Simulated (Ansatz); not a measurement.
The relaxed structure here is a generated cell of Sn: the first start was made by a random draw of sites in a space group, and the end was not matched to a known phase here, so it may be hypothetical. Known forms of Sn include space group No. 141, 227.

One starting cell of Sn (a randomly generated symmetric cell of Sn (space group No. 21)) was relaxed twice with Ansatz (plane waves, PAW, scalar-relativistic): with PBEsol at 420 eV and with PBE at 420 eV. The PBEsol result:

```
Sn
1.0
    3.20433     0.00000     0.00000
   -1.60217     2.77503     0.00000
    0.00000     0.00000     3.02712
Sn
1
Direct
  0.00000   0.00000   0.50000
```

| quantity | PBEsol | PBE |
|---|---|---|
| space group | P6/mmm | P6/mmm |
| volume (Å³/atom) | 26.92 | 28.46 |
| a (Å) | 3.204 | 3.266 |
| c (Å) | 3.027 | 3.081 |
| gap (eV, no spin-orbit coupling) | 0.00 | 0.00 |

Both levels end in the same structure; PBE's volume is 5.7 % larger. Neither column is exact.

No spin polarisation in the result.

The run could not lose the symmetry of its start, so the end can be a saddle point.

Ansatz is a program for electronic structure.
